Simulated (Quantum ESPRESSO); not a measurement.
## BaNaYWO6: magnetic shieldings

```
BaNaWYO6
1.0
    0.00000     4.20678     4.20678
    4.20678     0.00000     4.20678
    4.20678     4.20678     0.00000
Na Ba Y W O
1 1 1 1 6
Direct
  0.25000   0.25000   0.25000
  0.75000   0.75000   0.75000
  0.50000   0.50000   0.50000
  0.00000   0.00000   0.00000
  0.76755   0.23245   0.23245
  0.76755   0.23245   0.76755
  0.23245   0.76755   0.76755
  0.23245   0.76755   0.23245
  0.76755   0.76755   0.23245
  0.23245   0.23245   0.76755
```
The geometry is a computed Materials Project entry, not a measured one. It is BaNaYWO6 in F-43m; whether this form has been observed was not checked. Stability against distortions was not tested. Forces on the atoms reach 0.38 eV/Å at this level. The run has no spin polarisation.

Shieldings are absolute and leave out the bulk-susceptibility term; a larger σ means a smaller chemical shift. By our sweeps, such settings leave a few ppm in absolute σ on light atoms and up to some 20 ppm from Zn on. No spin–orbit coupling; W is the heaviest element present. The datasets of Na hold no d projectors, which limits absolute σ on these atoms.

Shieldings of H and of elements past Ba are not listed.

Question: What do the calculations give at each independent site (shieldings by PBE GIPAW (a modified build of Quantum ESPRESSO, JTH PAW datasets), 30 Ha, k-mesh 4×4×4 shifted, f-sum rule met within 0.002 %)?

Answer: 
| site | site symmetry | σ_iso (ppm) |
|---|---|---|
| Na (atom 1) | -43m | 587 |
| Ba (atom 2) | -43m | 5105 |
| Y (atom 3) | -43m | 2359 |
| W (atom 4) | -43m | – |
| O (atoms 5, 6, 7, 8, 9, 10) | 2mm | -194 |
